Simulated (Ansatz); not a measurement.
ZnCu2SnSe4 in space group I-42m (No. 121; Zn on 2a, Cu on 4d, Sn on 2b, Se on 8i), the program Ansatz at the r²SCAN level (PAW), all energies at zero smearing, with the estimated change up to a 700 eV cutoff added, with one set of potentials and settings (totals compare only within such a set). Cell of 8 atoms (1 Zn, 2 Cu, 1 Sn, 4 Se): -44543.070 eV.

| element | reference phase | E (eV/atom) |
|---|---|---|
| Zn | P6_3/mmc, 2 atoms in the cell | -3325.6729 |
| Cu | Fm-3m, 1 atoms in the cell | -6631.2396 |
| Sn | Fd-3m, 2 atoms in the cell | -6038.6401 |
| Se | P3_121, 3 atoms in the cell | -5478.1269 |

Formation energy per atom, worked out: (-44543.070 − 1×(-3325.6729) − 2×(-6631.2396) − 1×(-6038.6401) − 4×(-5478.1269))/8 = -0.471 eV/atom (-45 kJ per mol of atoms), at 0 K, without zero-point energy or fitted corrections.

The first step of the workflow began from a Materials Project structure, measured or hypothetical; the Crystallography Open Database files this formula in space group No. 121, but the cells were not matched. It is not the phase usual at ambient conditions (space group No. 82). The r²SCAN relaxation kept the symmetry of its start; whether a distortion lowers the energy is not shown. No spin polarisation was allowed. The references are the lowest solids computed at this level, not always the standard phases. Scalar-relativistic: spin–orbit coupling is off unless named, which matters more the heavier the elements.

Potentials: the later of the program's two PAW sets.
